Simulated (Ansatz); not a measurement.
According to PBE (plane waves, PAW; program Ansatz), P in the diamond structure (Fd-3m) relaxes to a = 5.496 Å. P has 4 nearest neighbours from 2.38 Å (tetrahedral).

Electronic character: metallic (no gap).

The bulk modulus is 41.5 GPa.

The start of the workflow was typed in or built on a structure type; neither database checked (COD, Materials Project) lists it. It is not the phase usual at ambient conditions (space group No. 64). The cell was relaxed with PBE under the symmetry of its start; its stability against distortions is not shown here.

Potentials: the later of the program's two PAW sets.
